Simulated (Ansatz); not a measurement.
An elastic tensor (GPa, Voigt order, standard axes) from plane-wave PAW LDA (Ansatz code):

```
     1    2    3    4    5    6
-  ---  ---  ---  ---  ---  ---
1  816  131  131  0.0  0.0  0.0
2  131  816  131  0.0  0.0  0.0
3  131  131  816  0.0  0.0  0.0
4  0.0  0.0  0.0  189  0.0  0.0
5  0.0  0.0  0.0  0.0  189  0.0
6  0.0  0.0  0.0  0.0  0.0  189
```

**Question.** Which of these materials gives this?
A) Ti3AlC, anti-perovskite
B) GaN, rock salt
C) GeSe, rock salt
D) TaC, rock salt

**Answer.** D, TaC, rock salt

Space group Fm-3m (rock salt). Symmetry was held in the LDA relaxation. The run is not spin-polarised. As this level gives no gap, shear constants depend on the k-mesh and smearing (Fermi–Dirac, 0.1 eV here). Spin–orbit coupling is left out wherever it is not named.

Potentials: the earlier of the program's two PAW sets. The files were generated under PBE; for other functionals the program regenerates the frozen cores, and for LDA and PBEsol the local potential too.
